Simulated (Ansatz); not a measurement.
Geometry optimisation in Ansatz: input, command and trajectory.

```yaml
crystal:
  lattice:
    - [5.5453491141, 0.0, 0.0]
    - [0.0, 5.5453491141, 0.0]
    - [0.0, 0.0, 5.6148397045]
  atoms:
    - { symbol: K, position: [0.0, 0.0, 0.0] }
    - { symbol: Cs, position: [0.5, 0.5, 0.975] }
    - { symbol: Cs, position: [0.0, 0.5, 0.485] }
    - { symbol: Cs, position: [0.5, 0.0, 0.485] }
    - { symbol: Sb, position: [0.5, 0.5, 0.515] }
basis:
  ecutwfc: 420
kpoints:
  mp_grid: { grid: [4, 4, 4] }
hamiltonian:
  xc: pbe
scf:
  occupations: { method: gaussian, width: 0.1 }
  lower_state_search: "off"
output:
  forces: true
  stress: true
  eigenvalues: true
relax:
  adjacent_minimum: "off"
  f_tol: 0.04
  max_steps: 70
  cell: { stress_tol: 0.4 }
```

```bash
ansatz run input.yaml --threads 1 --pin off --max-ram 2560MiB --backend cpu --events-out ev --progress --plain --runs-dir out
```

Computed with Ansatz 0.2.0, DFT PBE, scalar-relativistic, plane waves, PAW.

Of 28 frames 10 are shown, positions in Å and forces in eV/Å; the SCF threshold varies from step to step. Steps run on the plane waves of an earlier cell, with a Pulay correction in the pressure. The basis is chosen afresh for the last frame, the zero of the energies, and at times for earlier ones too; energy and pressure can step there, also at an unchanged geometry. Here that happened at steps 15 (-62 meV/atom, 1.4 GPa), 25 (-8 meV/atom, 0.2 GPa); frames between the last choice of the basis and such a step carry an error that grows, as the cell changes, to that size. The mark taken_back stands on steps that the optimiser undid.

```xyz
5
Lattice="5.5453 0.0000 0.0000 0.0000 5.5453 0.0000 0.0000 0.0000 5.6148" Properties=species:S:1:pos:R:3:forces:R:3 pbc="T T T" step=1 free_energy_over_end_meV_per_atom=2177.76 pressure_GPa=27.30
K     0.0000    0.0000    0.0000    0.0000    0.0000   -0.0767
Cs    2.7727    2.7727    5.4745    0.0000    0.0000    4.9744
Cs    0.0000    2.7727    2.7232    0.0000    0.0000   -0.7302
Cs    2.7727    0.0000    2.7232    0.0000    0.0000   -0.7302
Sb    2.7727    2.7727    2.8916    0.0000    0.0000   -3.4374
5
Lattice="6.3576 0.0000 0.0000 0.0000 6.3576 0.0000 0.0000 0.0000 6.3826" Properties=species:S:1:pos:R:3:forces:R:3 pbc="T T T" step=4 free_energy_over_end_meV_per_atom=529.62 pressure_GPa=6.61
K     0.0000    0.0000   -0.0560    0.0000    0.0000   -0.1022
Cs    3.1788    3.1788    6.4153    0.0000    0.0000   -0.0984
Cs    0.0000    3.1788    3.0600    0.0000    0.0000   -0.0717
Cs    3.1788    0.0000    3.0600    0.0000    0.0000   -0.0717
Sb    3.1788    3.1788    3.2219    0.0000    0.0000    0.3442
5
Lattice="6.9126 0.0000 0.0000 0.0000 6.9126 0.0000 0.0000 0.0000 6.9715" Properties=species:S:1:pos:R:3:forces:R:3 pbc="T T T" step=7 free_energy_over_end_meV_per_atom=226.00 pressure_GPa=-0.39
K     0.0000    0.0000   -0.2331    0.0000    0.0000   -0.1752
Cs    3.4563    3.4563    7.2534    0.0000    0.0000   -0.0614
Cs    0.0000    3.4563    3.1512    0.0000    0.0000   -0.0773
Cs    3.4563    0.0000    3.1512    0.0000    0.0000   -0.0773
Sb    3.4563    3.4563    3.8270    0.0000    0.0000    0.3913
5
Lattice="6.4907 0.0000 0.0000 0.0000 6.4907 0.0000 0.0000 0.0000 6.8203" Properties=species:S:1:pos:R:3:forces:R:3 pbc="T T T" step=10 free_energy_over_end_meV_per_atom=256.70 pressure_GPa=2.30 taken_back
K     0.0000    0.0000   -0.7550    0.0000    0.0000   -0.1075
Cs    3.2454    3.2454    7.2285    0.0000    0.0000    2.2337
Cs    0.0000    3.2454    2.9987    0.0000    0.0000   -0.2340
Cs    3.2454    0.0000    2.9987    0.0000    0.0000   -0.2340
Sb    3.2454    3.2454    4.3071    0.0000    0.0000   -1.6579
5
Lattice="6.5653 0.0000 0.0000 0.0000 6.5653 0.0000 0.0000 0.0000 7.1487" Properties=species:S:1:pos:R:3:forces:R:3 pbc="T T T" step=13 free_energy_over_end_meV_per_atom=151.06 pressure_GPa=-0.05
K     0.0000    0.0000   -0.9898    0.0000    0.0000   -0.0649
Cs    3.2827    3.2827    7.9059    0.0000    0.0000    0.0246
Cs    0.0000    3.2827    3.0578    0.0000    0.0000    0.0177
Cs    3.2827    0.0000    3.0578    0.0000    0.0000    0.0177
Sb    3.2827    3.2827    4.5541    0.0000    0.0000    0.0052
5
Lattice="6.6480 0.0000 0.0000 0.0000 6.6480 0.0000 0.0000 0.0000 7.4609" Properties=species:S:1:pos:R:3:forces:R:3 pbc="T T T" step=16 free_energy_over_end_meV_per_atom=51.37 pressure_GPa=0.88
K     0.0000    0.0000   -1.1740    0.0000    0.0000    0.0375
Cs    3.3240    3.3240    8.1705    0.0000    0.0000    0.1104
Cs    0.0000    3.3240    3.3021    0.0000    0.0000   -0.0696
Cs    3.3240    0.0000    3.3021    0.0000    0.0000   -0.0696
Sb    3.3240    3.3240    4.7531    0.0000    0.0000   -0.0085
5
Lattice="6.8097 0.0000 0.0000 0.0000 6.8097 0.0000 0.0000 0.0000 8.2515" Properties=species:S:1:pos:R:3:forces:R:3 pbc="T T T" step=19 free_energy_over_end_meV_per_atom=22.18 pressure_GPa=0.00
K     0.0000    0.0000   -1.2936    0.0000    0.0000    0.0020
Cs    3.4048    3.4048    8.8278    0.0000    0.0000   -0.0045
Cs    0.0000    3.4048    3.7673    0.0000    0.0000   -0.0415
Cs    3.4048    0.0000    3.7673    0.0000    0.0000   -0.0415
Sb    3.4048    3.4048    5.2299    0.0000    0.0000    0.0855
5
Lattice="6.2494 0.0000 0.0000 0.0000 6.2494 0.0000 0.0000 0.0000 8.8198" Properties=species:S:1:pos:R:3:forces:R:3 pbc="T T T" step=22 free_energy_over_end_meV_per_atom=17.42 pressure_GPa=0.02 taken_back
K     0.0000    0.0000   -1.6429    0.0000    0.0000    0.0148
Cs    3.1247    3.1247    9.4919    0.0000    0.0000   -0.0886
Cs    0.0000    3.1247    3.9476    0.0000    0.0000    0.0553
Cs    3.1247    0.0000    3.9476    0.0000    0.0000    0.0553
Sb    3.1247    3.1247    5.9526    0.0000    0.0000   -0.0364
5
Lattice="6.2986 0.0000 0.0000 0.0000 6.2986 0.0000 0.0000 0.0000 8.9245" Properties=species:S:1:pos:R:3:forces:R:3 pbc="T T T" step=25 free_energy_over_end_meV_per_atom=7.96 pressure_GPa=0.15
K     0.0000    0.0000   -1.6431    0.0000    0.0000    0.0015
Cs    3.1493    3.1493    9.5067    0.0000    0.0000    0.0276
Cs    0.0000    3.1493    4.0453    0.0000    0.0000    0.0051
Cs    3.1493    0.0000    4.0453    0.0000    0.0000    0.0051
Sb    3.1493    3.1493    6.0001    0.0000    0.0000   -0.0393
5
Lattice="6.2105 0.0000 0.0000 0.0000 6.2105 0.0000 0.0000 0.0000 9.4121" Properties=species:S:1:pos:R:3:forces:R:3 pbc="T T T" step=28 free_energy_over_end_meV_per_atom=0.00 pressure_GPa=0.09
K     0.0000    0.0000   -1.8290    0.0000    0.0000    0.0079
Cs    3.1053    3.1053    9.9159    0.0000    0.0000    0.0226
Cs    0.0000    3.1053    4.3424    0.0000    0.0000   -0.0171
Cs    3.1053    0.0000    4.3424    0.0000    0.0000   -0.0171
Sb    3.1053    3.1053    6.3822    0.0000    0.0000    0.0036
```

The start puts this composition into another compound's structure type, which needn't suit it. The cell swells from 34.5 to 72.6 Å³ an atom, so the end can be far from any stable crystal. At the end the space group is P4mm (tolerance 0.05 Å).

It took 7.7 min on 1 thread of Arm Neoverse V1 (shared host), peak memory 0.57 GiB.

The k mesh is coarse.